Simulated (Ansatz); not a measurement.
**Data sheet: Zr (DFT)**

Zr:
```yaml
crystal:
  lattice:
    - [2.48576, -4.30646, 0.00000]
    - [2.48576, 4.30646, 0.00000]
    - [0.00000, 0.00000, 3.11116]
  atoms:
    - { symbol: Zr, position: [0.00000, 0.00000, 0.50000] }
    - { symbol: Zr, position: [0.66668, 0.33332, 0.00000] }
    - { symbol: Zr, position: [0.33332, 0.66668, 0.00000] }
```

Space group P6/mmm (No. 191); conventional cell a = b = 4.972 Å, c = 3.111 Å, α = β = 90.00°, γ = 120.00°.

Method: plane-wave PAW PBEsol (Ansatz code). Geometry: relaxed at this level of theory. Other levels are named where they apply.

Cell and energy:

```
Property             Result
---------------  ----------
Volume per atom    22.20 Å³
Density          6.82 g/cm³
```

Electronic structure:

```
Quantity                                                                     Value
------------------------------------  --------------------------------------------
Electronic character                                             metallic (no gap)
Density of states at the Fermi level  0.89 states/eV per atom (mean over ±0.08 eV)
```

Mechanics:

```
Item                                                                          Result
--------------------------------------------  --------------------------------------
Bulk modulus (Birch–Murnaghan fit)                                         1020 kbar
Pressure derivative B′                                                           3.5
Mechanical stability                          stable (all eigenvalues of C positive)
Hill bulk and shear moduli                                          102 and 44.1 GPa
Young's modulus                                                              116 GPa
Poisson's ratio                                                                 0.31
Debye temperature from the elastic constants                                   301 K
```

This is a known high-pressure phase of the composition, computed here at zero pressure and temperature. The PBEsol relaxation kept the symmetry of its start; its stability against distortions is not shown here. The run is not spin-polarised. As this level gives no gap, shear constants depend on the k-mesh and smearing (Fermi–Dirac, 0.1 eV here). Point labels and valley counts follow the cell and symmetry of the run, lower than the named group. Axis ratios of metals converge slowly with the k-mesh, so a and c are less sure than the volume. Scalar-relativistic: spin–orbit coupling is off unless named, which matters more the heavier the elements.

Potentials: the later of the program's two PAW sets.
